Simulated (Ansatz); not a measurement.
Ansatz input file:

```yaml
crystal:
  lattice:
    - [3.87, 0.0, 0.0]
    - [0.0, 3.87, 0.0]
    - [0.0, 0.0, 8.5]
  atoms:
    - { symbol: Hf, position: [0.0, 0.5, 0.241] }
    - { symbol: Hf, position: [0.5, 0.0, 0.759] }
    - { symbol: Ge, position: [0.0, 0.0, 0.0] }
    - { symbol: Ge, position: [0.5, 0.5, 0.0] }
    - { symbol: Te, position: [0.0, 0.5, 0.62] }
    - { symbol: Te, position: [0.5, 0.0, 0.38] }
basis:
  ecutwfc: 420
kpoints:
  mp_grid: { grid: [10, 10, 4] }
hamiltonian:
  xc: pbesol
scf:
  occupations: { method: gaussian, width: 0.1 }
output:
  forces: true
  stress: true
  eigenvalues: true
relax:
  adjacent_minimum: "off"
  f_tol: 0.01
  max_steps: 40
```

Command:
```bash
ansatz run input.yaml --threads 1 --pin off --max-ram 2560MiB --backend cpu --events-out ev --progress --plain --runs-dir out
```

The calculation used DFT PBEsol, scalar-relativistic, plane waves, PAW (Ansatz 0.2.0).

Abridged output:

```
Warning: output.stress: scf.convergence.dr2_threshold = 1e-7 eV (the SCF's general default) is looser than the 6e-10 eV advised for a printed stress (1e-10 eV for each atom of the cell: 6). ...
Pseudopotentials: kind: paw
Pseudopotential: Hf, paw, valence charge 26, recommended cutoff 420 eV (normal)
Pseudopotential: Ge, paw, valence charge 14, recommended cutoff 420 eV (normal)
Pseudopotential: Te, paw, valence charge 16, recommended cutoff 420 eV (normal)
Functional definition: PBEsol
Crystal: 6 atoms, lattice volume = 127.304 Å³
Basis set: ecut = 420 eV, 2493 PW (Γ), exchange–correlation on 54×54×120 points (8 copies of the dense FFT grid, shifted against one another)
Bands: 68, of which v1, the nominal top of the filled ones, is band 56 counted from 1 (55 counted from 0)
Symmetry: 16 space group operations
Space group: P4/nmm (ITA 129), of the structure as read, at distance tolerance 5.0e-5 Å
k-points: 63 of 400
Initial density: superposition of atomic densities (neutral atoms: chi_scale 0, normalization atom), corrected by the library's trained network
Initial wavefunctions: pseudopotential atomic-orbital guess
Functional: x = pbesol(κ = 0.804, μ = 0.12345679), c = pbesol(β = 0.046)
SCF iter   1: F=—  HF=-53510.469184 eV  |F-HF|=—  |Δ(HF+E_count)|=         —  Δρ=3.49e-3  dr2=1.61e-2  ethr=1.77e-3  ⟨swp⟩=5.8  Hψ=14596  notcnv=0  defer=1
SCF iter   2: F=—  HF=-53510.466884 eV  |F-HF|=—  |Δ(HF+E_count)|=   2.30e-3  Δρ=2.01e-3  dr2=5.64e-3  ethr=1.44e-5  ⟨swp⟩=2.0  Hψ=7049  notcnv=0  defer=2
SCF iter   3: F=—  HF=-53510.467148 eV  |F-HF|=—  |Δ(HF+E_count)|=   2.64e-4  Δρ=6.82e-4  dr2=1.16e-3  ethr=5.03e-6  ⟨swp⟩=3.0  Hψ=7403  notcnv=0  defer=2
SCF iter   4: F=—  HF=-53510.467032 eV  |F-HF|=—  |Δ(HF+E_count)|=   1.16e-4  Δρ=2.00e-4  dr2=2.27e-4  ethr=1.04e-6  ⟨swp⟩=2.0  Hψ=6375  notcnv=0  defer=2
SCF iter   5: F=—  HF=-53510.467010 eV  |F-HF|=—  |Δ(HF+E_count)|=   2.14e-5  Δρ=7.51e-5  dr2=4.64e-5  ethr=2.03e-7  ⟨swp⟩=3.0  Hψ=6587  notcnv=0  defer=2
SCF iter   6: F=—  HF=-53510.467006 eV  |F-HF|=—  |Δ(HF+E_count)|=   4.27e-6  Δρ=5.18e-5  dr2=1.27e-5  ethr=4.14e-8  ⟨swp⟩=2.0  Hψ=5720  notcnv=0  defer=2
SCF iter   7: F=—  HF=-53510.467002 eV  |F-HF|=—  |Δ(HF+E_count)|=   4.51e-6  Δρ=3.06e-5  dr2=2.67e-6  ethr=1.13e-8  ⟨swp⟩=2.0  Hψ=7514  notcnv=0  defer=2
SCF iter   8: F=-53510.467001 eV  HF=-53510.467001 eV  |F-HF|=2.01e-7  |Δ(HF+E_count)|=   2.59e-7  Δρ=9.48e-6  dr2=1.83e-7  ethr=2.23e-9  ⟨swp⟩=8.2  Hψ=16875  notcnv=0
SCF 1 converged in 8 iterations: F = -53510.467001 eV  dr2 = 1.83e-7
relax step   1: F+E_penalty+E_count = -53510.46700119 eV  Δ(F+E_penalty+E_count) = +0.000e0 eV  max|allowed force component| = 6.746e-1 eV/Å  Δτ_max = 0.0000 Å  (8 SCF iters, dr2 threshold 2.50e-6 eV, accepted)
Initial density: handed on by an earlier stage of this run
Initial wavefunctions: those handed on with the density
SCF iter   1: F=—  HF=-53510.592163 eV  |F-HF|=—  |Δ(HF+E_count)|=         —  Δρ=1.33e-2  dr2=1.43e0  ethr=1.26e-3  ⟨swp⟩=1.0  Hψ=13307  notcnv=0  defer=242
SCF iter   2: F=—  HF=-53510.486530 eV  |F-HF|=—  |Δ(HF+E_count)|=   1.06e-1  Δρ=7.83e-3  dr2=7.14e-1  ethr=1.26e-3  ⟨swp⟩=2.0  Hψ=4445  notcnv=0  defer=242
SCF iter   3: F=—  HF=-53510.393031 eV  |F-HF|=—  |Δ(HF+E_count)|=   9.35e-2  Δρ=2.91e-3  dr2=6.20e-2  ethr=6.38e-4  ⟨swp⟩=2.2  Hψ=4975  notcnv=0  defer=257
SCF iter   4: F=—  HF=-53510.384763 eV  |F-HF|=—  |Δ(HF+E_count)|=   8.27e-3  Δρ=1.79e-3  dr2=1.03e-2  ethr=5.53e-5  ⟨swp⟩=2.1  Hψ=6764  notcnv=0  defer=277
SCF iter   5: F=—  HF=-53510.380292 eV  |F-HF|=—  |Δ(HF+E_count)|=   4.47e-3  Δρ=8.79e-4  dr2=1.27e-3  ethr=9.21e-6  ⟨swp⟩=2.0  Hψ=6742  notcnv=0  defer=277
SCF iter   6: F=—  HF=-53510.380187 eV  |F-HF|=—  |Δ(HF+E_count)|=   1.05e-4  Δρ=4.28e-4  dr2=3.31e-4  ethr=1.13e-6  ⟨swp⟩=2.0  Hψ=6113  notcnv=0  defer=277
SCF iter   7: F=—  HF=-53510.380094 eV  |F-HF|=—  |Δ(HF+E_count)|=   9.26e-5  Δρ=1.37e-4  dr2=3.06e-5  ethr=2.96e-7  ⟨swp⟩=2.0  Hψ=7529  notcnv=0  defer=277
SCF iter   8: F=-53510.380094 eV  HF=-53510.380094 eV  |F-HF|=2.24e-7  |Δ(HF+E_count)|=   3.75e-7  Δρ=5.21e-5  dr2=4.07e-6  ethr=2.54e-8  ⟨swp⟩=10.2  Hψ=18399  notcnv=0
SCF 2 converged in 8 iterations: F = -53510.380094 eV  dr2 = 4.07e-6
relax step   2: F+E_penalty+E_count = -53510.38009373 eV  Δ(F+E_penalty+E_count) = +8.691e-2 eV  max|allowed force component| = 1.133e0 eV/Å  Δτ_max = 0.1352 Å  (8 SCF iters, dr2 threshold 2.84e-5 eV, rejected (line search))
SCF iter   1: F=—  HF=-53510.590457 eV  |F-HF|=—  |Δ(HF+E_count)|=         —  Δρ=8.49e-3  dr2=5.81e-1  ethr=5.27e-4  ⟨swp⟩=1.0  Hψ=12786  notcnv=0  defer=307
SCF iter   2: F=—  HF=-53510.547959 eV  |F-HF|=—  |Δ(HF+E_count)|=   4.25e-2  Δρ=5.11e-3  dr2=3.07e-1  ethr=5.19e-4  ⟨swp⟩=2.0  Hψ=4389  notcnv=0  defer=307
SCF iter   3: F=—  HF=-53510.504842 eV  |F-HF|=—  |Δ(HF+E_count)|=   4.31e-2  Δρ=1.85e-3  dr2=2.23e-2  ethr=2.74e-4  ⟨swp⟩=2.0  Hψ=4945  notcnv=0  defer=307
SCF iter   4: F=—  HF=-53510.502014 eV  |F-HF|=—  |Δ(HF+E_count)|=   2.83e-3  Δρ=1.06e-3  dr2=2.39e-3  ethr=1.99e-5  ⟨swp⟩=2.0  Hψ=6067  notcnv=0  defer=300
SCF iter   5: F=—  HF=-53510.500934 eV  |F-HF|=—  |Δ(HF+E_count)|=   1.08e-3  Δρ=4.81e-4  dr2=4.31e-4  ethr=2.13e-6  ⟨swp⟩=2.0  Hψ=6375  notcnv=0  defer=300
SCF iter   6: F=—  HF=-53510.500893 eV  |F-HF|=—  |Δ(HF+E_count)|=   4.18e-5  Δρ=1.22e-4  dr2=2.93e-5  ethr=3.85e-7  ⟨swp⟩=2.0  Hψ=4550  notcnv=0  defer=300
SCF iter   7: F=—  HF=-53510.500905 eV  |F-HF|=—  |Δ(HF+E_count)|=   1.26e-5  Δρ=6.21e-5  dr2=5.58e-6  ethr=2.62e-8  ⟨swp⟩=2.0  Hψ=7530  notcnv=0  defer=300
SCF iter   8: F=—  HF=-53510.500899 eV  |F-HF|=—  |Δ(HF+E_count)|=   6.38e-6  Δρ=3.40e-5  dr2=1.54e-6  ethr=4.98e-9  ⟨swp⟩=2.0  Hψ=7519  notcnv=0  defer=300
SCF iter   9: F=—  HF=-53510.500899 eV  |F-HF|=—  |Δ(HF+E_count)|=   1.38e-7  Δρ=9.04e-6  dr2=1.27e-7  ethr=1.38e-9  ⟨swp⟩=2.0  Hψ=6466  notcnv=0  defer=300
SCF iter  10: F=-53510.500899 eV  HF=-53510.500899 eV  |F-HF|=1.98e-9  |Δ(HF+E_count)|=   2.27e-9  Δρ=2.42e-6  dr2=8.30e-9  ethr=8.93e-11  ⟨swp⟩=10.0  Hψ=17086  notcnv=0
SCF 3 converged in 10 iterations: F = -53510.500899 eV  dr2 = 8.30e-9
relax step   3: F+E_penalty+E_count = -53510.50089871 eV  Δ(F+E_penalty+E_count) = -3.390e-2 eV  max|allowed force component| = 7.596e-3 eV/Å  Δτ_max = 0.0477 Å  (10 SCF iters, accepted)
SCF converged after 10 iterations
Free energy (F): -53510.500899 eV
Harris-Foulkes:  -53510.500899 eV  (|F-HF|=1.98e-9)
Internal energy: -53510.494526 eV  (E = F + TS)
E sigma→0 (E₀):  -53510.497712 eV
Entropy (-TS):   -0.006373 eV (-1.062 meV/atom)
Fermi energy:    15.817130 eV
--- Per-component energies (eV) ---
  E_band       = -592.462667
  E_kinetic    = 1434.285726
  E_local      = -17378.199028  (includes V_loc(G=0)·N_el)
  E_nonlocal   = -2253.997182
  E_hartree    = 8509.864235
  E_xc         = -994.724610
  E_vxc        = -873.696645  (∫ρ·V_xc dr)
  E_paw        = -26739.422795  (= ΣΔE_a)
  E_vpaw       = 1459.412902  (= ΣTr[D̂ρ^β])
  E_aug_tail   = 0.000278  (compensation charges beyond the density's cutoff)
  E_ewald      = -16093.388837
  E_core_change = 5.087686  (= ΣΔE_core)
  E_smearing   = -0.006373  (= −TS)
--- Forces (eV/Å), atoms counted from 1 ---
  atom   1  Hf     0.00000000     0.00000000    -0.00759621
  atom   2  Hf     0.00000000     0.00000000     0.00759621
  atom   3  Ge     0.00000000     0.00000000     0.00000000
  atom   4  Ge     0.00000000     0.00000000     0.00000000
  atom   5  Te     0.00000000     0.00000000     0.00432678
  atom   6  Te     0.00000000     0.00000000    -0.00432678
--- Stress (GPa, compression-positive) ---
       -2.408644       0.000000       0.000000
        0.000000      -2.408644       0.000000
        0.000000       0.000000      -2.088351
  P = ⅓ Tr σ = -2.3019 GPa (-23.019 kbar)
--- Band table (eV; the first three rows and the last of 63) ---
  k-point 0: bands = ["-46.8903", "-46.8903", "-21.4851", "-21.4718", "-21.4704", "-21.4675", "-21.4675", "-21.4629", "-21.4614", "-21.4510", "-21.4510", "-21.4496", "-15.5599", "-15.5599", "-15.5590", "-15.5590", "-15.5245", "-15.5105", "-8.7377", "-8.6600", "-8.5441", "-8.5421", "-8.5421", "-8.5150", "-8.4766", "-8.4766", "-8.4386", "-8.4309", "1.9798", "3.0961", "3.0961", "3.0962", "3.0962", "3.1036", "3.1193", "3.1219", "3.1293", "3.1296", "3.1309", "3.1326", "3.1326", "3.1348", "3.1348", "4.0385", "4.3333", "10.7273", "11.0350", "11.2491", "12.4629", "12.4629", "13.1951", "13.1951", "13.6768", "14.7155", "14.7155", "15.3658", "15.6734", "15.8599", "17.1153", "17.2394", "17.3822", "17.38 ...
  k-point 1: bands = ["-46.8903", "-46.8903", "-21.4851", "-21.4718", "-21.4704", "-21.4675", "-21.4675", "-21.4629", "-21.4614", "-21.4510", "-21.4510", "-21.4496", "-15.5601", "-15.5601", "-15.5589", "-15.5589", "-15.5226", "-15.5125", "-8.7377", "-8.6600", "-8.5441", "-8.5421", "-8.5421", "-8.5150", "-8.4766", "-8.4766", "-8.4386", "-8.4309", "2.0387", "3.0961", "3.0961", "3.0963", "3.0963", "3.0993", "3.1195", "3.1217", "3.1293", "3.1295", "3.1311", "3.1328", "3.1328", "3.1346", "3.1346", "3.6184", "4.7615", "9.9775", "11.2581", "12.0827", "12.4926", "12.4926", "13.1272", "13.1272", "13.5936", "14.7653", "14.7653", "14.8052", "15.8618", "15.8813", "17.1328", "17.2207", "17.4625", "17.462 ...
  k-point 2: bands = ["-46.8903", "-46.8903", "-21.4851", "-21.4718", "-21.4704", "-21.4675", "-21.4675", "-21.4629", "-21.4614", "-21.4510", "-21.4510", "-21.4496", "-15.5602", "-15.5602", "-15.5588", "-15.5588", "-15.5186", "-15.5164", "-8.7377", "-8.6600", "-8.5441", "-8.5421", "-8.5421", "-8.5150", "-8.4766", "-8.4766", "-8.4386", "-8.4309", "2.1091", "3.0887", "3.0960", "3.0960", "3.0963", "3.0963", "3.1197", "3.1215", "3.1294", "3.1295", "3.1317", "3.1331", "3.1331", "3.1343", "3.1343", "3.3820", "5.0051", "9.6270", "11.2674", "12.5281", "12.5281", "13.0562", "13.0562", "13.4263", "13.4488", "13.5188", "14.8124", "14.8124", "16.1055", "16.1578", "17.1715", "17.1807", "17.5541", "17.554 ...
  k-point 62: bands = ["-46.8880", "-46.8880", "-21.4827", "-21.4827", "-21.4717", "-21.4717", "-21.4569", "-21.4569", "-21.4509", "-21.4509", "-21.4506", "-21.4506", "-15.6130", "-15.6130", "-15.6123", "-15.6123", "-15.5017", "-15.5017", "-8.6404", "-8.6404", "-8.5755", "-8.5755", "-8.5502", "-8.5502", "-8.4709", "-8.4709", "-8.4371", "-8.4371", "3.0962", "3.0962", "3.0974", "3.0974", "3.0975", "3.0975", "3.1270", "3.1270", "3.1305", "3.1305", "3.1307", "3.1307", "3.1328", "3.1328", "4.2767", "4.2767", "7.6925", "7.6925", "9.7507", "9.7507", "10.0681", "10.0681", "12.3041", "12.3041", "12.7992", "12.7992", "13.6512", "13.6512", "16.7384", "16.7384", "18.1570", "18.1570", "18.5990", "18.5990 ...
--- Relaxed structure (3 steps of the walk, 2 accepted, 0 SCFs on fresh bases) ---
  F+E_penalty+E_count = -53510.50089871 eV   max|allowed force component| = 7.596e-3 eV/Å
  atoms:
    - { symbol: Hf, position: [0.0, 0.49999999, 0.24661484] }
    - { symbol: Hf, position: [0.49999999, 0.0, 0.75338515] }
    - { symbol: Ge, position: [0.0, 0.0, 0.0] }
    - { symbol: Ge, position: [0.49999999, 0.49999999, 0.0] }
    - { symbol: Te, position: [0.0, 0.49999999, 0.62126262] }
    - { symbol: Te, position: [0.49999999, 0.0, 0.37873737] }
```

The relaxation met its thresholds.

Time: 2.3 min on 1 thread of Arm Neoverse V1, with other jobs on the host, peak memory 0.68 GiB.

Spin–orbit coupling is left out, which can shift energies with elements as heavy as these.